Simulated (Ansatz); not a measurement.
A: IrO₂ (rutile), a = 4.5293 Å, b = 4.5293 Å, c = 3.1799 Å, α = 90.00°, β = 90.00°, γ = 90.00°
B: Te (trigonal-Te type, space group P3_121), a = b = 4.521 Å, c = 5.955 Å, α = β = 90.00°, γ = 120.00°
C: Al2Cu (Al2Cu type, space group I4/mcm), a = 6.0594 Å, b = 6.0594 Å, c = 4.8739 Å, α = 90.00°, β = 90.00°, γ = 90.00°

Scan: energy over volume and axial ratio (atoms clamped). All come from one method, each on a k mesh of its own. Al2Cu is run without spin polarisation. All were relaxed with their symmetry unable to fall. IrO2 is run without spin polarisation and with no Hubbard U. Spin-orbit coupling is left out. The PAW data are Ansatz's earlier set.

Q: Put the candidates in order of modulus against c/a change at fixed volume, (3/4V)·∂²E/∂(ln c/a)² (fitted), highest first, for PBE (plane waves to 420 eV, PAW, scalar-relativistic; Ansatz, a quantum-chemistry and plane-wave program).

A: A (214 GPa), C (60 GPa), B (14 GPa)

(A scan under strain: stresses follow from slopes of the energy per volume, elastic moduli from its curvatures.)
